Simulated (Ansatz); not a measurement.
ZrMo:
```cif
data_Mo4Zr4
_chemical_formula_sum 'Mo4 Zr4'
_space_group_name_H-M_alt 'Fm-3m'
_space_group_IT_number 225
_space_group_name_Hall '-F 4 2 3'
_cell_length_a 5.42129
_cell_length_b 5.42129
_cell_length_c 5.42129
_cell_angle_alpha 90.000
_cell_angle_beta 90.000
_cell_angle_gamma 90.000
loop_
_atom_site_label
_atom_site_type_symbol
_atom_site_symmetry_multiplicity
_atom_site_Wyckoff_symbol
_atom_site_fract_x
_atom_site_fract_y
_atom_site_fract_z
_atom_site_occupancy
Mo1 Mo 4 a 0.00000 0.00000 0.00000 1
Zr1 Zr 4 b 0.50000 0.50000 0.50000 1
```
(The calculation used a cell of 2 atoms; values per cell refer to that cell.)

Relaxed with PBEsol.

### Question
Decompose the optical modes at the zone centre into irreducible representations, and say which are infrared and Raman allowed.

### Answer
Point group m-3m: Γ_opt = T1u. Infrared: T1u. Raman: none.

### Question
Assign frequencies (DFPT, the program Ansatz at the PBEsol level (PAW)).

### Answer
T1u 236 cm⁻¹.

The start of the workflow was typed in or built on a structure type; neither database checked (COD, Materials Project) lists it. Whether it is the stable phase at ambient conditions was not checked. The PBEsol relaxation kept the symmetry of its start. At this level the phase is mechanically unstable. No spin polarisation was allowed. Its formation energy is positive at this level, so the cell may be metastable or incomplete. As this level gives no gap, phonon frequencies hold no LO–TO term and depend on the k-mesh and smearing (Fermi–Dirac, 0.1 eV here).

Potentials: the later of the program's two PAW sets.
